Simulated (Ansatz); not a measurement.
## Where the states of Ag lie

```
Ag
1.0
     2.93000    0.00000    0.00000
    -1.46500    2.53745    0.00000
     0.00000    0.00000    4.79000
Ag
2
Direct
  0.33333 0.66667 0.25000
  0.66667 0.33333 0.75000
```

Conventional cell: a = 2.930 Å, b = 2.930 Å, c = 4.790 Å, α = 90.00°, β = 90.00°, γ = 120.00°. Ag (atom 1) has 12 Ag at 2.93 Å as nearest neighbours.

The cell comes from COD entry 1509145, which wasn't checked; take it as a given geometry.

The calculation used DFT, LDA, all-electron LAPW, scalar-relativistic (Ansatz 0.2.0).

Settings: a Γ-centred 14×14×8 k mesh, Fermi–Dirac smearing of 0.05 eV, basis error target 0.25 meV/atom, no spin polarisation.

States per eV and cell, averaged over 0.6 eV, from -7.6 to 3.6 eV, with energies (bin centres) from the Fermi level; empty bins are left out. The partial columns, the largest 2 alone, are projections on Löwdin-orthogonalised atomic shells (those that the program's projection atoms carry: the occupied ones and, for some elements, an empty d or f shell; other empty shells have no column), summed over atoms of an element. Weights on diffuse s and p shells depend on that basis and aren't pure angular character.

```csv
E (eV),total,Ag 4d,Ag 5s
-7.4,0.05,0.00,0.04
-6.8,0.19,0.01,0.18
-6.2,0.82,0.43,0.38
-5.6,5.67,4.90,0.74
-5.0,5.59,5.31,0.25
-4.4,6.71,6.45,0.21
-3.8,6.15,5.90,0.20
-3.2,6.11,5.98,0.10
-2.6,3.40,3.23,0.16
-2.0,0.48,0.24,0.22
-1.4,0.47,0.17,0.27
-0.8,0.50,0.14,0.30
-0.2,0.58,0.11,0.33
0.4,0.56,0.08,0.29
1.0,0.54,0.06,0.26
1.6,0.55,0.05,0.23
2.2,0.54,0.04,0.22
2.8,0.51,0.03,0.18
3.4,0.38,0.02,0.12
```

**Question.** Where is the centre of the filled Ag 4d states between -14 eV and the top of the filled states?

**Answer.** -4.15 eV from the Fermi level.
